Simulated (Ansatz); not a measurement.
Sb (A7 type, space group R-3m)

```yaml
crystal:
  lattice:
    - [2.16397, 1.24937, 3.78144]
    - [-2.16397, 1.24937, 3.78144]
    - [0.00000, -2.49874, 3.78144]
  atoms:
    - { symbol: Sb, position: [0.23324, 0.23324, 0.23324] }
    - { symbol: Sb, position: [0.76676, 0.76676, 0.76676] }
```

In this cell atom 1 (Sb, nearest neighbour Sb at 2.920 Å; its periodic images, 4.3 Å or more away, move with it) is moved by s along Cartesian x, unit vector (1.000, 0.000, 0.000); all other atoms and the cell stay fixed.

The numbers are results of r2SCAN+rVV10 (plane waves to 500 eV, PAW, scalar-relativistic; Ansatz, a first-principles code), not measurements. k mesh 11×11×11 (Γ-centred), Fermi-Dirac smearing 0.05 eV. Energies are smeared free energies. With partly filled bands, energies and forces of such displacements shift with the k mesh and the smearing. Sb was relaxed with its symmetry unable to fall. Spin-orbit coupling is left out, though Sb is heavy. ΔE is measured from the undisplaced structure. The last digit holds for this mesh only.

```json
[
 {"s (Å)": "-0.580", "ΔE (meV/cell)": "604.4"},
 {"s (Å)": "-0.464", "ΔE (meV/cell)": "346.2"},
 {"s (Å)": "-0.348", "ΔE (meV/cell)": "174.2"},
 {"s (Å)": "-0.232", "ΔE (meV/cell)": "70.1"},
 {"s (Å)": "-0.116", "ΔE (meV/cell)": "16.5"},
 {"s (Å)": "0.000", "ΔE (meV/cell)": "0.0"},
 {"s (Å)": "0.116", "ΔE (meV/cell)": "16.5"},
 {"s (Å)": "0.232", "ΔE (meV/cell)": "70.1"},
 {"s (Å)": "0.348", "ΔE (meV/cell)": "174.2"},
 {"s (Å)": "0.464", "ΔE (meV/cell)": "346.2"},
 {"s (Å)": "0.580", "ΔE (meV/cell)": "604.4"}
]
```

Task: What force constant k = d²E/ds² at s = 0 does the table give?

Result: 2.4 eV/Å². It is the second difference of the nearest points, corrected with the next pair.

Task: With k = 2.43 eV/Å² from the forces, is the well harmonic out to s = 0.580 Å?

Result: ½ks² = 409 meV/cell against the computed 604 meV/cell, so the well is stiffer than harmonic there.

(For displaced atoms, the force is minus the slope of the energy, and its curvature is a force constant, which sets phonon frequencies.)
